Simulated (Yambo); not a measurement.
Yambo run on CdI$_{2}$ (CdI2 type, space group P-3m1, No. 164). The wavefunctions come from this Quantum ESPRESSO step (PBEsol, PseudoDojo standard norm-conserving files, scalar-relativistic):

```
&CONTROL
  calculation = 'nscf'
  pseudo_dir = './pseudo'
  outdir = './out'
/
&SYSTEM
  ibrav = 0
  nat = 3
  ntyp = 2
  ecutwfc = 102.0
  ecutrho = 408.0
  occupations = 'fixed'
  force_symmorphic = .true.
  nbnd = 212
/
&ELECTRONS
  conv_thr = 3.0000000000000004e-09
  diago_full_acc = .true.
  diago_thr_init = 1e-08
/
ATOMIC_SPECIES
Cd 112.4140 Cd.upf
I 126.9045 I.upf
CELL_PARAMETERS angstrom
  4.242057343907   0.000000000000   0.000000000000
 -2.121028671954   3.673729424134   0.000000000000
  0.000000000000   0.000000000000   6.817170479000
ATOMIC_POSITIONS crystal
Cd   0.000000000000   0.000000000000   0.000000000000
I   0.333333333333   0.666666666667   0.253593311200
I   0.666666666667   0.333333333333   0.746406688800
K_POINTS automatic
3 3 2 0 0 0
```

Yambo input:

```
rim_cut
gw0
dyson
el_el_corr
HF_and_locXC
ppa
em1d
RandQpts= 1000000
RandGvec= 1 Ry
EXXRLvcs= 102 Ry
VXCRLvcs= 408 Ry
Chimod= "HARTREE"
% BndsRnXp
 5 | 211 |
%
NGsBlkXp= 8 Ry
% LongDrXp
 1.0 | 1.0 | 1.0 |
%
PPAPntXp= 27.2114 eV
% GbndRnge
 1 | 211 |
%
GTermKind= "BG"
DysSolver= "n"
ExtendOut
% QPkrange
 1 | 1 | 17 | 18 |
 2 | 2 | 17 | 18 |
 5 | 5 | 17 | 18 |
 6 | 6 | 17 | 18 |
%
```

k points by index: 1 = Γ, 2 = A, 5 = K, 6 = H.

Resulting energies as the program prints them:

```
#    K-point    Band    Eo [eV]    E [eV]    E-Eo [eV]    Vxc [eV]    Vnlxc [eV]    Sc|Eo [eV]    Sc|E [eV]    dSc/dw|Eo [eV]    Re(Z)    Im(Z)
#
    1    17    -0.123845    -1.003544    -0.879699    -11.62238    -14.21262    1.484104    1.710539    -7.003337    0.795309    -0.001495
    1    18    2.319400    2.770122    0.450723    -10.60756    -6.491946    -3.563817    -3.664892    -6.100766    0.816859    -0.001304
    2    17    0.000000    -0.895408    -0.895408    -12.44848    -15.21234    1.638410    1.868449    -6.990005    0.795619    -0.001475
    2    18    3.551300    4.060115    0.508816    -11.80935    -7.489446    -3.690294    -3.811084    -6.458525    0.808179    -0.001242
    5    17    -1.182255    -2.146886    -0.964631    -11.32260    -14.36511    1.824362    2.077883    -7.150525    0.791902    -0.001731
    5    18    2.530938    2.942072    0.411134    -10.94743    -7.070315    -3.371035    -3.465977    -6.282270    0.812432    -0.001338
    6    17    -0.258184    -1.161401    -0.903217    -12.10408    -14.84404    1.604761    1.836735    -6.987850    0.795670    -0.001491
    6    18    3.385995    3.906155    0.520161    -12.10807    -7.876144    -3.586089    -3.711766    -6.573293    0.805434    -0.001311
```
(The two width columns are left out.) Convergence of these settings isn't established.

Spin-orbit coupling is not included.

Geometry relaxed with PBE+D3(BJ).
